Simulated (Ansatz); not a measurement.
## Ti: from a first guess to the relaxed hcp type

First guess:

```
CELL_PARAMETERS angstrom
2.81463 0.00000 0.00000
-1.40732 2.43754 0.00000
0.00000 0.00000 4.55970
ATOMIC_POSITIONS crystal
Ti 0.33333 0.66667 0.25000
Ti 0.66667 0.33333 0.75000
```

Theory: DFT, PBE, PAW with Ansatz's default frozen-core files, scalar-relativistic in Ansatz 0.2.0.

Cell and atoms relax within the symmetry of the start on a 13×13×7 k mesh with 0.05 eV Fermi–Dirac smearing.

The start is built from a prototype, known or not as a phase of this compound; the cutoff is 420 eV.

Problem. What is the pressure of the first guess?

Solution. 14.23 GPa.

Problem. What does it relax to?

Solution. a = 2.938 Å, b = 2.938 Å, c = 4.653 Å, α = 90.00°, β = 90.00°, γ = 120.00° (conventional cell), 17.40 Å³ per atom:
Space group P6_3/mmc (No. 194). a = 2.938 Å, b = 2.938 Å, c = 4.653 Å, α = 90.00°, β = 90.00°, γ = 120.00°
```tsv
atom	site	symmetry	x	y	z
Ti	2c	-6m2	0.3333	0.6667	0.2500
```

Problem. How much energy does the relaxation release?

Solution. 74 meV/atom.
